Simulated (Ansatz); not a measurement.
Recipe of this trial structure of Ga₂BSb₃: random cell by space group and Wyckoff sites (P4/mmm, No. 123). Lengths were set from tabulated atomic sizes, so they are only a guess.

```yaml
crystal:
  lattice:
    - [4.08288, 0.00000, 0.00000]
    - [0.00000, 4.08288, 0.00000]
    - [0.00000, 0.00000, 8.45110]
  atoms:
    - { symbol: Ga, position: [0.00000, 0.50000, 0.00000] }
    - { symbol: Ga, position: [0.50000, 0.00000, 0.00000] }
    - { symbol: B, position: [0.50000, 0.50000, 0.50000] }
    - { symbol: Sb, position: [0.00000, 0.00000, 0.83484] }
    - { symbol: Sb, position: [0.00000, 0.00000, 0.16516] }
    - { symbol: Sb, position: [0.50000, 0.50000, 0.00000] }
```

Level of theory: DFT PBE, scalar-relativistic, plane waves, PAW in Ansatz. Cutoff 420 eV, Gaussian smearing, Γ-centred meshes. Cell and atoms relax first on a coarse mesh and then on a finer one. In between, the cell is made exact in the group found at 0.06 Å. In metals the finer mesh still leaves noise of several meV/atom or more. The steps can't lower the symmetry of their start. No spin polarisation.

A guess keeps its type if space group and coordination stay and the shape of the cell changes little (axis ratios within about 15 %, angles within 6°); the volume may change.

Task: Does it keep its structure type, or change into something else?

Result: It doesn't keep its type. The symmetry stays P4/mmm (No. 123). The volume per atom grows by 18.3 %, from 23.5 to 27.8 Å³. The shortest distance goes from 2.04 Å (Ga–Sb) to 2.72 Å (Ga–Sb). The ratio c/a of the conventional cell changes by a factor of 0.50. Counting neighbours within 15 % of an atom's shortest distance, the start has B 14, Ga 2, Sb 4/5 and the end B 2, Ga 6, Sb 6. In detail, at the end Ga has 2 Sb at 2.72 Å and 4 Sb at 3.08 Å; B has 2 Sb at 2.81 Å; Sb on a site of symmetry 4mm has 2 Sb at 2.75–2.87 Å and 4 Ga at 3.08 Å; 1 more site not described.

```
CELL_PARAMETERS angstrom
5.44540 0.00000 0.00000
0.00000 5.44540 0.00000
0.00000 0.00000 5.61924
ATOMIC_POSITIONS crystal
Ga 0.00000 0.50000 0.00000
Ga 0.50000 0.00000 0.00000
B 0.50000 0.50000 0.50000
Sb 0.00000 0.00000 0.74442
Sb 0.00000 0.00000 0.25558
Sb 0.50000 0.50000 0.00000
```

The last run used an 8×8×8 mesh for its 6-atom cell and Gaussian smearing of 0.10 eV. Spin–orbit coupling, which can matter for Sb, is left out. Symmetry constrained the relaxation, so the result can be a saddle point. Another cell of Ga2BSb3 relaxed alike, in P4/mmm, lies 0.39 eV/atom lower, so this cell isn't the stable form at this level.

In counts of neighbours, a slash parts the counts of unlike sites.
